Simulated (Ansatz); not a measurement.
Input:

SiO$_{2}$:
```
CELL_PARAMETERS angstrom
      4.07117     0.00000     0.00000
      0.00000     5.02952     0.00000
      0.00000     0.00000     4.48259
ATOMIC_POSITIONS crystal
  Si 0.50000 0.34815 0.75000
  Si 0.50000 0.65185 0.25000
  Si 0.00000 0.15185 0.25000
  Si 0.00000 0.84815 0.75000
  O  0.26884 0.61795 0.58039
  O  0.73116 0.38205 0.41961
  O  0.23116 0.88205 0.08039
  O  0.76884 0.11795 0.91961
  O  0.76884 0.88205 0.41961
  O  0.23116 0.11795 0.58039
  O  0.73116 0.61795 0.91961
  O  0.26884 0.38205 0.08039
```

This is the r²SCAN-relaxed structure.

### Question
All from r²SCAN (plane waves, PAW; program Ansatz), unless another level is named. Predict the formation energy from the elements (no fitted shifts).

### Answer
-2.79 eV/atom.

### Question
Give the hole effective mass.

### Answer
0.40, 3.9, 4.9 mₑ (principal values).

### Question
And the electron effective mass?

### Answer
0.39, 0.43, 0.43 mₑ (principal values).

### Question
Next, the HSE06 gap on the r²SCAN cell?

### Answer
7.87 eV.

Space group Pbcn. The workflow started from a Materials Project entry (that database holds measured and hypothetical structures alike); the Crystallography Open Database copy checked does not list it. It is not the phase usual at ambient conditions (space group No. 92, 152, 154). Symmetry was held in the r²SCAN relaxation; of distortions, only those at the zone centre were tested. The references are the lowest solids computed at this level, not always the standard phases (solids in place of the gases).

Potentials: the earlier of the program's two PAW sets.
